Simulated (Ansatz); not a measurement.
**Question.** Ε∞ from LDA minus that from PBEsol (% of the latter), each on its own relaxed cell (Ansatz, a first-principles code, plane waves, PAW; no spin–orbit coupling, no Hubbard U), over 15 phases of the class «sulfides, selenides and tellurides»: what sign and size do you expect?

**Answer.** Mean 3 %, median 2 %, mean absolute 3 %; eight in ten lie between 1 and 5 %, and 100 % are above zero.

Some cases that may be named, with their rank among the 15 from the lowest: Mg2SeS, P-4m2 (Mg on 2g, Se on 1b, S on 1d) 1 % (rank 2); Zn2SeS, R3m (Zn on 3a, Zn on 3a, Se on 3a, S on 3a) 1 % (rank 3); ZnCdS2, P-4m2 (Zn on 1d, Cd on 1b, S on 2g) 2 % (rank 8); ZnCdSe2, P-4m2 (Zn on 1c, Cd on 1a, Se on 2g) 2 % (rank 9); Ag2S, Cmcm (Ag on 4c, Ag on 4b, S on 4c) 13 % (rank 15).

The phases are those computed here (of each formula those with measured values and the lowest at some level), not a balanced benchmark, and neither functional is the truth. Pairs that end in unlike spin orders or unlike minima (c/a over 6 % apart, 30 % for weakly bound crystals), magnets with 4f shells, solids of gases and phases set aside for tests are left out.

Standing as an ambient phase not checked: Mg2SeS, P-4m2 (Mg on 2g, Se on 1b, S on 1d); Zn2SeS, R3m (Zn on 3a, Zn on 3a, Se on 3a, S on 3a); ZnCdS2, P-4m2 (Zn on 1d, Cd on 1b, S on 2g); ZnCdSe2, P-4m2 (Zn on 1c, Cd on 1a, Se on 2g); Ag2S, Cmcm (Ag on 4c, Ag on 4b, S on 4c); Ag2S, Cmcm (Ag on 4b, Ag on 4c, S on 4c). All cells were relaxed under the symmetry of their starts (and spin orders); stability against distortions was not tested throughout. Named crystals with no word on spin ran without spin polarisation. Spin–orbit coupling is left out wherever it is not named.

Potentials: the later of the program's two PAW sets.

Ansatz is a plane-wave DFT program.
